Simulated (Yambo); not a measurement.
Na3Sb (space group P6_3/mmc, No. 194), G0W0@PBEsol in Yambo (3×3×1 mesh, plasmon pole; 6 Ry block, no terminator). The number N of bands in W and G is varied.

| N | x = 1/N | gap Γ → Γ (eV) | shift of the valence edge (eV) |
|---|---|---|---|
| 104 | 0.00962 | 1.025 | -0.274 |
| 146 | 0.00685 | 1.092 | -0.479 |
| 199 | 0.00503 | 1.116 | -0.609 |
| 252 | 0.00397 | ? | ? |

### Question
Basis-set arguments suggest E = E∞ + A x. Fix A and E∞ from the two rows above the withheld one, predict the row at 252 bands, and test the form.

### Answer
Gap: A = (1.116 − (1.092))/(0.00503 − 0.00685) = -13.2, E∞ = 1.182 eV, so 1.130 eV is predicted; the run gave 1.129 eV (miss 1 meV). The first two rows have slope -24.2, so the form doesn't hold yet over the whole range. Shift: A = (-0.609 − (-0.479))/(0.00503 − 0.00685) = 71.4, E∞ = -0.968 eV, so -0.685 eV is predicted; the run gave -0.683 eV (miss 2 meV). The first two rows have slope 74.0, within 15 % of that. The other settings are held fixed.

The standard potential for Sb keeps a d shell in the valence without the s and p states of that shell. In tests on such compounds this moved G0W0 gaps by up to about 0.9 eV, so absolute quasiparticle energies here are unreliable; differences between settings are what counts.

Spin-orbit coupling is not included.

Geometry of the Materials Project entry, not relaxed at this level; primitive cell a = b = 5.3207 Å, c = 9.4701 Å, α = β = 90.00°, γ = 120.00°.

A shift is the quasiparticle energy of the state minus its PBEsol energy.
